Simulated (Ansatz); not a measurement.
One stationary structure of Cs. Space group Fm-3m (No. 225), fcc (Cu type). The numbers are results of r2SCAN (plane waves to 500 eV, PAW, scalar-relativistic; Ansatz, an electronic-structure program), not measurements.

Space group Fm-3m (No. 225); a = b = c = 7.9009 Å, α = β = γ = 90.00°

```csv
atom,site,symmetry,x,y,z
Cs,4a,m-3m,0.0000,0.0000,0.0000
```
(The calculation used a cell of 1 atom; values per cell refer to that cell.)

```json
{
 "volume_per_atom": "123.30 Å³",
 "band_gap": "no gap (metallic)",
 "shortest_distances": "",
 "k-mesh": "10×10×10"
}
```

Band energies at high-symmetry points (eV from the Fermi level; labels of this space group; no spin-orbit coupling), from −5 eV up to 2.0 eV:

```csv
point,energies
Γ,-1.71
X,0.34 1.20 1.35
U,0.67 1.03 1.30
K,0.67 1.03 1.30
L,0.09 0.62
W,0.78 1.24 1.24
```

No spin polarisation in the result.

The run could not lose the symmetry of its start.

The relaxed structure has the type that Cs is known to take under pressure; here it was relaxed at zero pressure, from a generated start.
